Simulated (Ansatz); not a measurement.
An ordered 4-atom cell of KNaF2 on the rocksalt lattice (R-3m), relaxed with r2SCAN, was run in the plane-wave code Ansatz under altered settings. All numbers are computed, without spin polarisation but where a row says otherwise.

```yaml
crystal:
  lattice:
    - [1.73914, 1.00409, 5.81551]
    - [-1.73914, 1.00409, 5.81551]
    - [0.00000, -2.00819, 5.81551]
  atoms:
    - { symbol: Na, position: [0.00000, 0.00000, 0.00000] }
    - { symbol: K, position: [0.50000, 0.50000, 0.50000] }
    - { symbol: F, position: [0.26110, 0.26110, 0.26110] }
    - { symbol: F, position: [0.73890, 0.73890, 0.73890] }
```

The base run's other keys:
```yaml
kpoints:
  mp_grid: { grid: [4, 4, 4] }
hamiltonian:
  xc: hse06
scf:
  occupations: { method: fixed }
  n_extra_bands: 5
```

It takes 14 iterations with 1207 plane waves at 420 eV and 13 k points, and leaves a mean stress of +1.23 GPa. The gap over this mesh is 8.324 eV. It ran on 4 threads of Arm Neoverse V1, with other jobs on the host.

Outcomes, with energy and stress as changes against the base:

| setting | outcome | ΔF (meV/atom) | Δ mean stress (GPa) | gap on the mesh (eV) | iterations | wall time |
| --- | --- | --- | --- | --- | --- | --- |
| PBE hybrid, exx coeff 0.05, unscreened | converged | – | +1.1 | 6.812 | 11 | 7.7 s |
| accuracy: low | converged | 0.0 | 0.0 | 8.324 | 14 | 8.3 s |

A dash marks a value that wasn't obtained or can't be compared. Stress is positive in compression. The base took 8.3 s.

- PBE hybrid, exx coeff 0.05, unscreened. That is 5 % exact exchange, at all ranges, against HSE06's 25 % screened at 0.208 1/Å. The mean stress moves by +1.1 GPa and the gap on the mesh by -1.512 eV (to 6.812). Totals of different functionals aren't comparable.

Within 1 meV an atom, 0.1 GPa and 0.005 eV of the base stay: accuracy: low.

The stress of a hybrid is loosely converged in these runs.

The meshes of the hybrids are coarse, so their gaps aren't converged to the digits shown.
